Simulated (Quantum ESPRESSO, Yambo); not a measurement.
# G0W0 results for LiBH$_{4}$

```xyz
12
Lattice="4.2028 0.0000 0.0000 -2.1014 3.6397 0.0000 0.0000 0.0000 7.4201" Properties=species:S:1:pos:R:3 pbc="T T T"
H      0.0000     2.4265     2.7549
H      2.1014     1.2132     6.4650
H      0.0000     1.2751     4.3881
H      3.0985     0.6375     0.6781
H      0.9972     3.0022     4.3881
H      2.1014     2.3647     0.6781
H     -0.9972     3.0022     4.3881
H      1.1042     0.6375     0.6781
Li     0.0000     2.4265     0.8455
Li     2.1014     1.2132     4.5556
B      0.0000     2.4265     3.9742
B      2.1014     1.2132     0.2642
```

The geometry is that of Materials Project entry mp-2659898, symmetrised and not relaxed again.

Starting point: PBEsol (Quantum ESPRESSO, PseudoDojo norm-conserving, 76 Ry, no spin-orbit coupling). G0W0 in Yambo: 3×3×2 Γ-centred k mesh, bands 3 to 199 and a 8 Ry block in the screening, 199 bands in G with the Bruneval-Gonze terminator, plasmon pole fitted at 27.2 eV.

```
Property                                                                                            Value
------------------------------------------------------------------------------------------------  -------
PBEsol gap along the band path                                                                    6.60 eV
PBEsol gap between the mesh's edge points (Γ → Γ)                                                 6.74 eV
G0W0 gap between the same points                                                                  9.84 eV
estimate of the fundamental G0W0 gap (path gap plus the correction; the mesh misses a band edge)  9.70 eV
```

| k point | band | E PBEsol (eV) | E QP (eV) | shift (eV) | Z |
|---|---|---|---|---|---|
| Γ | VB | 0.00 | -2.04 | -2.04 | 0.82 |
| Γ | CB | 6.74 | 7.81 | 1.06 | 0.85 |
| A | VB | -0.01 | -2.05 | -2.03 | 0.82 |
| A | CB | 7.32 | 8.28 | 0.96 | 0.85 |

Energies count from the PBEsol valence-band maximum.

Nearest settings tried, and what they do to the gap: 150 bands in W, 150 bands in G: -13 meV; 6 Ry block (209 vectors against 313): -77 meV; 3×3×1 mesh: -31 meV. So the settings aren't converged at that level.

The structure is a Materials Project entry; no match was found in the copy of COD used, and its stability was not checked.
